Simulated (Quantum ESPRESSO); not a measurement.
Simulation results for Mg3TaTi2Mo2 (simulated cell)

All values are calculated (Quantum ESPRESSO 7.5). Calculation on a made-up metal alloy cell, not a measurement: no spin or spin-orbit, unrelaxed, 2900 K smearing, stress positive in tension, cell energy less fitted offsets; periodic Kohn-Sham density functional theory in plane waves with PseudoDojo standard norm-conserving scalar-relativistic pseudopotentials, each functional with its own files (v0.5 for PBE, v0.4.1 for LDA and PBEsol), eight atoms on drawn sites of a strained close-packed or body-centred lattice, each displaced and held fixed; the energy is the cell's free energy, ions and the entropy term -TS included, at the stated Fermi-Dirac width, less a fixed offset for each atom's element (shifted free energy); compositions with an open d shell lost a parallel starting moment in a cheaper test run, and other magnetic orders were not tried; an error bar is the largest change of its kind in a tighter rerun, never given below 0.002 eV, 0.02 GPa or 0.003 eV/angstrom, and covers cutoff and k-mesh only, not smearing or the files.

Mg3TaTi2Mo2 (simulated cell)

```
cell vectors (Å)
  -0.0004    -2.1123    -2.1598
   2.1404     4.1599    -2.0947
   8.5540    -4.1350     4.2314
atoms (fractions of the cell vectors)
Mo  0.01421  0.02288  0.00664
Mg -0.01596  0.00284  0.49851
Ta  0.26960  0.50471  0.36751
Ti  0.26079  0.49834  0.86752
Mg  0.50888 -0.01136  0.24415
Mo  0.48345  0.00839  0.75228
Ti  0.75831  0.51438  0.12423
Mg  0.77835  0.51447  0.62782
```

Settings of this run: lattice type face-centred cubic, functional pbe, cutoff 1143 eV, fermi dirac smearing 0.25 eV, electrons removed 0, run command mpirun -np 4 pw.x -nk 4 -in in, run processor AMD EPYC, Zen 5, virtual cores and k mesh 8 x 5 x 3 shifted half a step off Gamma on each axis.

Atoms:
| atoms element | atom site | atom energy offset (eV) |
| --- | --- | --- |
| Mo | 1 | -1911.95 |
| Mg | 2 | -1616.19 |
| Ta | 3 | -1771.44 |
| Ti | 4 | -1615.4 |
| Mg | 5 | -1616.19 |
| Mo | 6 | -1911.95 |
| Ti | 7 | -1615.4 |
| Mg | 8 | -1616.19 |

Notes: heavy elements are run without spin-orbit coupling, which real alloys of them have; a spin test at this wide smearing found no moment, but such smearing suppresses magnetism that the real alloy may have; lattice, volume and sites are drawn at random and may be unstable or far from any real phase; energies are for the whole cell, less offsets fitted to these runs, so they are not formation energies; error bars: energy 0.0033 eV, stress 0.023 GPa, force 0.003 eV/Å, from a tighter rerun of a related cell, whose elements or sites may differ; 19 SCF iterations, 214 s of wall time on a shared machine.

To be estimated
1. Estimate the stress yy of Mg3TaTi2Mo2 (simulated cell).
2. Estimate the stress yz of Mg3TaTi2Mo2 (simulated cell).
3. Give the missing stress xz for Mg3TaTi2Mo2 (simulated cell).

Calculated values
1. 7.44 GPa
2. 2.78 GPa
3. 0.06535 GPa

Further results for Mg3TaTi2Mo2 (simulated cell):

| Property | Result |
| --- | --- |
| entropy term negative ts | -2.015 eV |
| pressure | -6.34 GPa |
| stress xx | 4.64 GPa |
| stress zz | 6.96 GPa |
| stress xy | 0.63 GPa |
| shifted free energy | 1.71 eV |

Forces:
| site | x (eV/Å) | y (eV/Å) | z (eV/Å) |
| --- | --- | --- | --- |
| 1 | -0.86 | 0.369 | -0.419 |
| 2 | 0.278 | -0.14 | 0 |
| 3 | -0.763 | 0.148 | 0.04 |
| 4 | 0.482 | -0.235 | 0.161 |
| 5 | 0.303 | 0.455 | -0.34 |
| 6 | 1.114 | -0.477 | 0.383 |
| 7 | -0.371 | -0.334 | 0.168 |
| 8 | -0.184 | 0.214 | 0.007 |
